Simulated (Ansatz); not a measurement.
## Compressing Hf$_{2}$N: a fit and a missing row

Hf$_{2}$N, P4_2/mnm, a = 5.296 Å, c = 3.227 Å. The structure is a Materials Project entry; whether it is the stable form wasn't checked. Ansatz: PBEsol, PAW, 420 eV, Γ-centred 8×8×12 mesh on 6 atoms, Gaussian smearing 0.10 eV; no spin polarisation. Shape and atoms are relaxed at each volume; pressure is positive in compression.

| V (Å³/atom) | P (GPa) |
| --- | --- |
| 13.274 | 34.02 |
| 13.727 | 23.45 |
| 14.179 | ? |
| 14.632 | 6.63 |
| 15.084 | -0.02 |
| 15.537 | -5.72 |
| 15.989 | -10.58 |
| 16.593 | -15.93 |

Q: Take V0 = 15.084 Å³/atom, count pressures from its P0 = -0.02 GPa, fit the third-order Birch–Murnaghan form to the other rows, and predict the missing pressure.

A: With the Eulerian strain f = ½[(V0/V)^(2/3) − 1] and y = (P − P0)/[3f(1 + 2f)^(5/2)], the form is the line y = B0 + 1.5 B0 (B0′ − 4) f. Rows (f, y): 0.04448, 206.1; 0.03243, 206.2; 0.01024, 205.8; -0.00977, 204.3; -0.01905, 203.6; -0.03079, 201.9. Means f = 0.004590, y = 204.65; Σ(Δf)² = 0.004415, ΣΔfΔy = 0.2346; the slope is their ratio. y = 204.4 + 53.14 f GPa, so B0 = 204.4 GPa and B0′ = 4 + 2 × (53.14)/(3 × 204.4) = 4.17. At V = 14.179, f = 0.02106, y = 205.52 and P = 14.38 GPa. The run gave 14.39 GPa, so the fit is 0.01 GPa too low, within the rms miss on the fitted rows (0.05 GPa).

Spin–orbit coupling is left out, which can shift energies with elements as heavy as these.